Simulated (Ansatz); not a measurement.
**Orbital-resolved density of states of Cd$_{2}$C**

```
CELL_PARAMETERS angstrom
0.00000 2.94365 2.94365
2.94365 0.00000 2.94365
2.94365 2.94365 0.00000
ATOMIC_POSITIONS crystal
C 0.00000 0.00000 0.00000
Cd 0.25000 0.25000 0.25000
Cd 0.75000 0.75000 0.75000
```

Atoms are numbered in the order listed.

The cell was built from the fluorite type and relaxed in the same program, and has space group Fm-3m; it needn't be a known or the stable phase.

Computed with DFT, PBE, all-electron LAPW, scalar-relativistic (Ansatz 0.2.0).

Settings: a Γ-centred 10×10×10 k mesh, Fermi–Dirac smearing of 0.03 eV, basis error target 0.5 meV/atom, no spin polarisation.

States per eV for one atom of each kind, in 0.4 eV bins named by their centres, from the Fermi level, projected on a minimal set of Löwdin-orthogonalised atomic shells; orbitals are real harmonics on the Cartesian axes, equal curves share a column, and empty bins are left out, as is all above 3.7 eV, near the top of the computed bands.

Cd2 4d:

```
# E all dz2=dx2-y2 dxz=dyz=dxy
-11.5 0.01 0.00 0.00
-11.1 0.78 0.00 0.26
-9.5 3.02 1.21 0.20
-9.1 5.96 1.42 1.04
-8.7 6.82 0.86 1.70
-8.3 5.60 0.78 1.35
-7.9 1.70 0.59 0.17
-7.5 0.52 0.01 0.16
-5.5 0.01 0.00 0.00
-5.1 0.02 0.01 0.00
-4.7 0.05 0.01 0.01
-4.3 0.09 0.03 0.01
-3.9 0.04 0.01 0.01
-3.5 0.05 0.01 0.01
-3.1 0.04 0.01 0.01
-2.7 0.04 0.01 0.01
-2.3 0.03 0.01 0.01
-1.9 0.03 0.01 0.01
-1.5 0.03 0.00 0.01
-1.1 0.03 0.00 0.01
-0.7 0.03 0.00 0.01
-0.3 0.01 0.00 0.00
1.3 0.01 0.00 0.00
1.7 0.01 0.00 0.00
3.3 0.01 0.00 0.00
```

C1 2p:

```
# E all pz=px=py
-9.5 0.13 0.04
-9.1 0.34 0.11
-8.7 0.21 0.07
-8.3 0.06 0.02
-7.9 0.05 0.02
-7.5 0.02 0.01
-5.9 0.01 0.00
-5.5 0.15 0.05
-5.1 0.29 0.10
-4.7 0.53 0.18
-4.3 0.62 0.21
-3.9 0.32 0.11
-3.5 0.53 0.18
-3.1 0.56 0.19
-2.7 0.76 0.25
-2.3 0.94 0.31
-1.9 0.93 0.31
-1.5 0.94 0.31
-1.1 1.00 0.33
-0.7 0.93 0.31
-0.3 0.44 0.15
0.1 0.17 0.06
0.5 0.24 0.08
0.9 0.31 0.10
1.3 0.40 0.13
1.7 0.25 0.08
2.1 0.11 0.04
2.5 0.10 0.03
2.9 0.14 0.05
3.3 0.41 0.14
```

C1 2s:

```
# E all
-11.5 0.17
-11.1 2.46
-9.1 0.04
-8.7 0.03
-8.3 0.07
-7.9 0.32
-7.5 0.51
-5.5 0.01
-5.1 0.03
-4.7 0.09
-4.3 0.14
-3.9 0.11
-3.5 0.11
-3.1 0.10
-2.7 0.10
-2.3 0.08
-1.9 0.04
-1.5 0.03
-1.1 0.02
-0.7 0.01
0.1 0.03
0.5 0.06
0.9 0.09
1.3 0.13
1.7 0.08
2.1 0.02
2.5 0.01
```

Cd2 5s:

```
# E all
-11.5 0.08
-11.1 0.29
-9.5 0.05
-9.1 0.14
-8.7 0.06
-8.3 0.05
-7.9 0.08
-7.5 0.05
-5.9 0.01
-5.5 0.07
-5.1 0.12
-4.7 0.19
-4.3 0.25
-3.9 0.12
-3.5 0.17
-3.1 0.14
-2.7 0.13
-2.3 0.11
-1.9 0.08
-1.5 0.06
-1.1 0.03
-0.7 0.01
-0.3 0.01
0.1 0.04
0.5 0.08
0.9 0.13
1.3 0.24
1.7 0.22
2.1 0.15
2.5 0.15
2.9 0.19
3.3 0.36
```
